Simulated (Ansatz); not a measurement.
HfSi:
```yaml
crystal:
  lattice:
    - [6.86238, 0.00000, 0.00000]
    - [0.00000, 3.77470, 0.00000]
    - [0.00000, 0.00000, 5.22581]
  atoms:
    - { symbol: Hf, position: [0.67547, 0.25000, 0.37395] }
    - { symbol: Hf, position: [0.32453, 0.75000, 0.62605] }
    - { symbol: Hf, position: [0.82453, 0.75000, 0.87395] }
    - { symbol: Hf, position: [0.17547, 0.25000, 0.12605] }
    - { symbol: Si, position: [0.54301, 0.25000, 0.86096] }
    - { symbol: Si, position: [0.45699, 0.75000, 0.13904] }
    - { symbol: Si, position: [0.95699, 0.75000, 0.36096] }
    - { symbol: Si, position: [0.04301, 0.25000, 0.63904] }
```

Relaxed with r²SCAN. Special points in fractions of this cell's reciprocal vectors: Γ (0.000, 0.000, 0.000); X (0.500, 0.000, 0.000); S (0.500, 0.500, 0.000); Y (0.000, 0.500, 0.000); Z (0.000, 0.000, 0.500); U (0.500, 0.000, 0.500); R (0.500, 0.500, 0.500); T (0.000, 0.500, 0.500).

Q: List the band energies nearest the Fermi level at these points for r²SCAN in the plane-wave PAW code Ansatz.

A: In eV from the Fermi level; about four levels below and three above (degenerate sets whole), none deeper than 8.9 eV; points with the same levels are listed once.

```csv
k,below,above
Γ,-0.86 -0.59 -0.32 -0.23,0.36 0.71 0.98
X,-0.97 -0.97 -0.62 -0.62,0.07 0.07 1.11 1.11
S,-2.19 -2.19 -2.19 -2.19,3.11 3.11 3.11 3.11
Y,-2.24 -2.24 -1.93 -1.93,2.23 2.23 2.64 2.64
Z,-1.31 -1.31 -0.30 -0.30,0.91 0.91 0.99 0.99
U,-1.31 -1.31 -0.84 -0.84,0.58 0.58 1.33 1.33
R,-1.81 -1.81 -1.81 -1.81,2.03 2.03 2.03 2.03
T,-0.57 -0.57 -0.04 -0.04,0.91 0.91 3.26 3.26
```

Space group Pnma. The first step of the workflow began from a Materials Project structure, measured or hypothetical; the Crystallography Open Database files this formula in space group No. 62, but the cells were not matched. Whether it is the stable phase at ambient conditions was not checked. Symmetry was held in the r²SCAN relaxation; its stability against distortions is not shown here. No spin polarisation was allowed. Spin–orbit coupling is left out wherever it is not named.

Potentials: the later of the program's two PAW sets.
